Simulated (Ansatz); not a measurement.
## 6 guesses for TaTi4 and where they end

The calculation used DFT PBE, scalar-relativistic, plane waves, PAW in Ansatz 0.2.0. All cells share a 420 eV cutoff and Γ-centred k meshes spaced about 0.3 Å⁻¹ or finer (0.25 for metals, 2π included). No spin polarisation in the final relaxations.

Each guess was relaxed in cell and atoms at zero pressure, within the symmetry of its start. These are static total energies at zero pressure. Coordination counts all near atoms (those within 1.25 times the shortest distance at each site; a plus sign parts nearer from farther groups).

```tsv
guess	made from	start group	V start (Å³/atom)	end group	V end (Å³/atom)	coordination at the end	gap on mesh (eV)	E over the lowest end (meV/atom)
1	a cell proposed by chemical analogy	I4/mmm	17.3	?	?	?	?	?
2	a cell proposed by chemical analogy	P6_3/mmc	17.3	P6_3/mmc	17.6	Ta 12, Ti 12	0	0
3	a cell proposed by chemical analogy	R-3m	17.3	R-3m	17.4	Ta 8+6, Ti 8+6	0	38
4	a cell proposed by chemical analogy	I4/m	17.3	I4/m	17.4	Ta 8+6, Ti 8+6	0	36
5	a cell proposed by chemical analogy	Fmmm	17.3	Fmmm	17.5	Ta 8+6, Ti 8+6	0	31
6	random cell	I4/mmm	15.4	I4/mmm	17.5	Ta 8+8, Ti 9	0	75
```

Guess 1 as it starts:

```cif
data_structure
_symmetry_space_group_name_H-M 'P 1'
_symmetry_Int_Tables_number 1
_cell_length_a 8.4697
_cell_length_b 8.4697
_cell_length_c 8.4697
_cell_angle_alpha 157.808
_cell_angle_beta 157.808
_cell_angle_gamma 31.586
_cell_volume 86.61
loop_
_atom_site_label
_atom_site_type_symbol
_atom_site_fract_x
_atom_site_fract_y
_atom_site_fract_z
_atom_site_occupancy
Ti1 Ti 0.60000 0.60000 0.00000 1
Ti2 Ti 0.40000 0.40000 0.00000 1
Ti3 Ti 0.20000 0.20000 0.00000 1
Ti4 Ti 0.80000 0.80000 0.00000 1
Ta1 Ta 0.00000 0.00000 0.00000 1
```

**Question.** Fill in the missing row: what does this guess relax into, and where does it rank?

**Answer.** It ends in Ti and Ta ordered on bcc sites, space group I4/mmm (No. 139), with a = 3.271 Å, c = 16.303 Å, 17.4 Å³/atom and no gap. It lies 42 meV/atom over the lowest end, within the noise of guess 3 and below guess 6. Counting all near atoms, this end has Ta 8+6, Ti 8+6 and the lowest (guess 2) has Ta 12, Ti 12.

```cif
data_structure
_symmetry_space_group_name_H-M 'I4/mmm'
_symmetry_Int_Tables_number 139
_cell_length_a 3.2714
_cell_length_b 3.2714
_cell_length_c 16.3029
_cell_angle_alpha 90.000
_cell_angle_beta 90.000
_cell_angle_gamma 90.000
_cell_volume 174.47
loop_
_atom_site_label
_atom_site_type_symbol
_atom_site_symmetry_multiplicity
_atom_site_Wyckoff_symbol
_atom_site_fract_x
_atom_site_fract_y
_atom_site_fract_z
_atom_site_occupancy
Ti1 Ti 4 e 0.50000 0.50000 0.09684 1
Ti2 Ti 4 e 0.00000 0.00000 0.19952 1
Ta1 Ta 2 a 0.00000 0.00000 0.00000 1
```

Formation energies are uncorrected and refer to the elements' standard structures at the same level.

**Question.** Is the lowest end bound against the elements?

**Answer.** No: its formation energy is +0.06 eV/atom. The separate elements lie lower, so it is unstable against them.

The k mesh leaves some 4 meV/atom of noise in the energy of each metallic cell. Spin–orbit coupling, which can matter for Ta, is left out. Cells relaxed within their symmetry can be saddle points; a later kick test found a lower structure for TaTi4 P6_3/mmc. A lower structure may well exist outside this small set. Some types were kept out of the candidates beforehand, so the set may lack a known form.
